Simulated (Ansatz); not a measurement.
ZnIn₂Cl₄ (I4/mmm)

Level of theory: DFT PBE, scalar-relativistic, plane waves, PAW in Ansatz.

Settings: cutoff 420 eV, Γ-centred mesh 6×6×6 on the computed 7-atom cell, Gaussian smearing of 0.02 eV; no spin polarisation.

The structure is relaxed at this level of theory with its symmetry kept, and needn't be the ground state of this composition.

Space group I4/mmm (No. 139), tetragonal, a = 7.447 Å, c = 8.196 Å. Around Zn lie 4 Cl at 2.36 Å and 8 In at 4.25 Å; In has 8 Cl at 3.35 Å, 2 In at 4.10 Å and 4 Zn at 4.25 Å; Cl is surrounded by 1 Zn at 2.36 Å, 2 Cl at 3.34 Å and 4 In at 3.35 Å.

- Volume per atom: 32.46 Å³
- Formation energy from the elements' standard states (uncorrected): -0.924 eV/atom
- Kohn–Sham band gap: 2.25 eV
- Orbital (Löwdin) character of the top 1 eV of the valence band: Cl 3p 50 %, In 5s 47 %
- Orbital (Löwdin) character of the lowest 1 eV of the conduction band: In 5p 45 %, Zn 4s 24 %, Cl 3p 17 %, unprojected 6 %
- Bader charge by site (e): Zn (1 in the cell) 1.10, In (2 in the cell) 0.79, Cl (4 in the cell) -0.67

Another cell of ZnIn2Cl4 relaxed alike, in I4/mmm, lies 24 meV/atom lower, so this cell isn't the stable form at this level.

The cell was found from a structure generator's guess, not taken from experiment. Kohn–Sham gaps at this level usually fall short of measured ones. Löwdin shares on free-atom orbitals overweight diffuse shells in the empty bands.
